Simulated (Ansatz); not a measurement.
**Equation of state of RbCaH3 and its gap**

A database entry relaxed whole under r2SCAN (Pm-3m):

```
CELL_PARAMETERS angstrom
4.51735 0.00000 0.00000
0.00000 4.51735 0.00000
0.00000 0.00000 4.51735
ATOMIC_POSITIONS crystal
Rb 0.00000 0.00000 0.00000
Ca 0.50000 0.50000 0.50000
H 0.00000 0.50000 0.50000
H 0.50000 0.00000 0.50000
H 0.50000 0.50000 0.00000
```

The cell was scaled uniformly, its shape held, and the atoms relaxed at each volume with plane-wave PAW DFT (Ansatz 0.2.0; r2SCAN, 500 eV, 6×6×6 Γ-centred mesh, fermi-dirac occupations of width 0.020 eV; no spin, no spin-orbit coupling). One row is withheld.

```tsv
volume (Å³/atom)	energy over the lowest (meV/atom)	pressure (GPa)	gap over mesh and path (eV)
17.330	5.6	1.75	3.718
17.699	?	?	?
18.068	0.5	0.50	3.755
18.437	0.0	-0.03	3.769
18.805	0.6	-0.52	3.782
19.174	2.4	-0.97	3.793
19.543	5.1	-1.37	3.801
```

Question: Fit the pressures of the other rows to the third-order Birch-Murnaghan form.

Answer: With f = [(V₀/V)^(2/3) − 1]/2 and P = 3B₀f(1 + 2f)^(5/2)[1 + 3(B₀′ − 4)f/2], least squares gives V₀ = 18.41 Å³ an atom, B₀ = 25.7 GPa and B₀′ = 3.7; the rows miss the fit by less than 0.01 GPa. The slope of the energies differs from these pressures by less than 0.05 GPa.

Question: How does the gap move with volume?

Answer: A parabola in ln(V/V₀) through the other rows has the slope dE_g/d ln V = +0.7 eV at V₀, so by B₀ the gap moves by -27 meV a GPa: it narrows under pressure.

Question: What does the withheld row hold?

Answer: The fit gives 1.10 GPa at 17.699 Å³; the run gave 1.10 GPa and 2.4 meV an atom. Its gap is 3.738 eV, against 3.737 eV from the parabola.

Caveats: the shape of the cell was held; 0 K, fixed nuclei; the symmetry was kept, and this need not be the phase that is stable at 0 K; one mesh for all volumes; r2SCAN gaps lie as a rule under measured ones; the slope of the gap can be off by tens of per cent, more where shallow d levels or spin-orbit coupling act on the edges; pressure is positive in compression.
